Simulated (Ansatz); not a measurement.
A relaxed structure of La2O3. Space group P-3m1 (No. 164). Calculation: PBE (plane waves to 420 eV, PAW, scalar-relativistic; Ansatz, a first-principles code).

Space group P-3m1 (No. 164); a = 3.9404 Å, b = 3.9404 Å, c = 6.1883 Å, α = 90.00°, β = 90.00°, γ = 120.00°

```json
[
 {"atom": "La", "site": "2d", "symmetry": "3m.", "x": "0.3333", "y": "0.6667", "z": "0.2474"},
 {"atom": "O", "site": "1a", "symmetry": "-3m.", "x": "0.0000", "y": "0.0000", "z": "0.0000"},
 {"atom": "O", "site": "2d", "symmetry": "3m.", "x": "0.6667", "y": "0.3333", "z": "0.3547"}
]
```

Volume per atom: 16.64 Å³
Density: 6.50 g/cm³
Band gap: 3.83 eV, indirect (valence top at L, conduction bottom at M) (no spin-orbit coupling)
Smallest direct gap: 3.97 eV at K
Shortest distances: La–O 2.37 Å; O–O 2.90 Å
k-mesh: 10×10×6

No spin polarisation in the result.

The run could not lose the symmetry of its start; a randomly shaken copy of 5 atoms returns to this structure.
